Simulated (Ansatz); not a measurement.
Cr: how the free axis answers a strain

Cr, Im-3m, a = 2.814 Å. Ansatz: PBEsol, PAW, 420 eV, Γ-centred 14×14×14 mesh on 2 atoms, Gaussian smearing 0.10 eV; no spin polarisation. Series: biaxial strain in the a-b plane, c and atoms relaxed; x is the strain in per cent. y is the change of c in per cent of 2.814 Å.

| x (%) | y (%) |
| --- | --- |
| -6.0 | 4.64 |
| -4.0 | 2.67 |
| -2.0 | ? |
| 0.0 | 0.00 |
| 2.0 | -1.09 |
| 4.0 | -2.04 |
| 6.0 | -3.10 |

Question: Fit y = c1 x + c2 x² to the other rows, say what c1 measures, and predict the missing y.

Answer: Least squares on the rows shown. y = −0.6262 x + 0.02121 x². With no stress along c, c1 = −2C12/C11 = -0.626. With a term in x³ added, the coefficient of x becomes -0.5530, 12 % less, which shows how far this figure hangs on the form. At x = -2.0 the fit asked for gives 1.34 %. The run gave 1.26 %, so the fit is 0.08 % too high, within the rms miss on the fitted rows (0.12 %).